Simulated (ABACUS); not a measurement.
A self-consistent single point of TiTe2 (P3m1, 3 atoms in the cell; from Materials Project mp-1907, changed as shown) with ABACUS.

Method: PBE, numerical atomic orbitals TZDP (confined pseudo-atomic orbitals with Gaussian additions; energy shift 0.01 Ry), PseudoDojo 0.5 standard norm-conserving PBE (tails mended) pseudopotentials (ABACUS).

The change in words: atom 3 moved by -0.04 angstrom along z. Reference geometry (P-3m1):
```xyz
3
Lattice="3.8242 0.0000 0.0000 -1.9121 3.3119 0.0000 0.0000 0.0000 6.7183" Properties=species:S:1:pos:R:3 pbc="T T T"
Ti     0.0000     0.0000     0.0000
Te     1.9121     1.1040     5.0375
Te     0.0000     2.2079     1.6807
```

Reference input (self-consistent single point, DFT, PBE, numerical atomic orbitals TZDP (confined pseudo-atomic orbitals with Gaussian additions; energy shift 0.01 Ry), PseudoDojo 0.5 standard norm-conserving PBE (tails mended) pseudopotentials): basis = TZDP numerical atomic orbitals, energy shift 0.01 Ry; KPT = Gamma 8 8 4 0 0 0; basis_type = lcao; dft_functional = PBE; ecutwfc = 100 Ry; smearing_method = fd; smearing_sigma = 0.00734986 Ry; potentials = PseudoDojo 0.5 standard norm-conserving PBE (tails mended); symmetry = 1; ks_solver = genelpa; scf_nmax = 100; scf_thr = 1.0e-07. This run's input differs from it in these lines:

```diff
@@ -49,3 +49,3 @@
    0.6666670000    0.3333330000    0.7498300000
-   0.3333330000    0.6666670000    0.2501700000
+   0.3333330000    0.6666670000    0.2442160000
 # file: KPT
```

Output (repeated stretches shortened):

```
 SELF-CONSISTENT
 -------------------------------------------

                  longest orb rcut (Bohr) = 8
   longest nonlocal projector rcut (Bohr) = 2.3
                     search radius (Bohr) = 20.6

                          real space grid = [ 45, 45, 81 ]
                                 init_chg = atomic

 LCAO ALGORITHM --------------- ION=   1  ELEC=   1--------------------------------

 Density error is 0.0349006193395
 E_KohnSham     -537.9686014158      -7319.4383243454
 E_Fermi        0.6965822635         9.4774879089

 LCAO ALGORITHM --------------- ION=   1  ELEC=   2--------------------------------

   [... lines left out ...]

   [... 8 blocks of this kind left out ...]

 LCAO ALGORITHM --------------- ION=   1  ELEC=  11--------------------------------

 Density error is 8.59314950266e-07
 E_KohnSham     -537.9845705170      -7319.6555951142
 E_Fermi        0.7083984230         9.6382550067

 LCAO ALGORITHM --------------- ION=   1  ELEC=  12--------------------------------

 Density error is 3.10917813589e-08
 E_KohnSham     -537.9845705170      -7319.6555951144
 E_KS(sigma->0) -537.9829637357      -7319.6337337335
 E_entropy(-TS) -0.0032135626        -0.0437227618
 E_Fermi        0.7083975511         9.6382431445
 charge density convergence is achieved
 final etot is -7319.6555951 eV
 EFERMI = 9.6382431445 eV

 STATE ENERGY(eV) AND OCCUPATIONS    NSPIN == 1
   [... 29 lines left out ...]

 TOTAL-FORCE (eV/Angstrom)
                       Ti1         0.0000000000         0.0000000000        -0.2079296098
                       Te1         0.0000000000         0.0000000000        -0.3247106798
                       Te2         0.0000000000         0.0000000000         0.5326402896

 TOTAL-STRESS (KBAR)
         0.0148329886        -0.0000000000         0.0000000000
        -0.0000000000         0.0148329887         0.0000000000
        -0.0000000000         0.0000000000        16.6928969426
 TOTAL-PRESSURE: 5.574188 KBAR

 --------------------------------------------
 !FINAL_ETOT_IS -7319.6555951143736820 eV
 --------------------------------------------
```

The run converged in 12 iterations. Against the reference run the free energy goes up by 5.2 meV/atom, the pressure goes from -0.15 to 0.56 GPa and the largest force goes from 0.249 to 0.533 eV/Å.

The atom-centred basis is finite, which shifts total energies, pressures and forces against plane waves. The structure comes from a collection of computed structures, made at another level of theory; the collection holds predicted forms beside known ones. No clean gap shows at this smearing width and mesh (spacing up to 0.24 Å⁻¹); the mesh is coarse for partly filled bands, so the values carry mesh errors. Semi-local functionals can close small gaps.

Cost on one core: very roughly 26 core-seconds.

The atomic orbitals were generated for these runs; they are not ABACUS's published sets and were checked against plane waves on a few crystals only.

“Tails mended”: in these copies of the files the far tail of each local potential was reset to the Coulomb form.
